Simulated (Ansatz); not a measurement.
All numbers below come from Ansatz 0.2.0, DFT PBE, scalar-relativistic, plane waves, PAW. Settings: cutoff 420 eV, Γ-centred meshes spaced at most about 0.3 Å⁻¹, and about 0.25 Å⁻¹ or finer for metals (2π included), Gaussian smearing. No spin polarisation in the final relaxations.

These are static total energies at zero pressure.

Compare these two cells of Zn2GeO3, each relaxed at this level.

A.

```
Zn Ge O
1.0
     5.48750    0.00000    0.00000
    -2.74375    4.75231    0.00000
     0.00000    0.00000    2.74172
Zn Ge O
2 1 3
Direct
  0.33333 0.66667 0.00000
  0.66667 0.33333 0.00000
  0.00000 0.00000 0.00000
  0.50000 0.00000 0.50000
  0.00000 0.50000 0.50000
  0.50000 0.50000 0.50000
```

B.

```
Zn Ge O
1.0
     3.02011    0.00000    0.00000
     0.00000    3.02011    0.00000
     0.00000    0.00000    8.90930
Zn Ge O
2 1 3
Direct
  0.00000 0.50000 0.61811
  0.50000 0.00000 0.38189
  0.00000 0.00000 0.00000
  0.50000 0.50000 0.00000
  0.00000 0.50000 0.37454
  0.50000 0.00000 0.62546
```

Question: Which form is favoured at zero pressure, and by what margin per atom?

Answer: B is lower, by 0.33 eV/atom. A has space group P6/mmm (No. 191), 11.9 Å³/atom and no gap on its mesh; B has space group P-4m2 (No. 115), 13.5 Å³/atom and no gap. Counting O atoms around Ge and Zn (those within 1.25 times the shortest such distance or 1.15 times the sum of covalent radii; the shortest distance is added where it is long for a bond), A has Zn 6, Ge 12 from 3.1 Å and B has Zn 5, Ge 4. In A, Zn has 6 O at 2.09 Å; Ge is surrounded by 2 Ge at 2.74 Å and 12 O at 3.07 Å; around O lie 4 Zn at 2.09 Å, 6 O at 2.74 Å and 4 Ge at 3.07 Å. In B, Zn is surrounded by 5 O at 2.14–2.17 Å; Ge has 4 O at 2.14 Å; O on a site of symmetry -4m2 is surrounded by 4 Ge at 2.14 Å; 1 more site not described. Both come from invented guesses.

Weakly bound directions are ill-defined at this level, which has no dispersion term (P-4m2), and this can change margins and order among such cells. The zero gap of P-4m2 may come from the functional, which often closes small gaps. Cells relaxed within their symmetry can be saddle points.
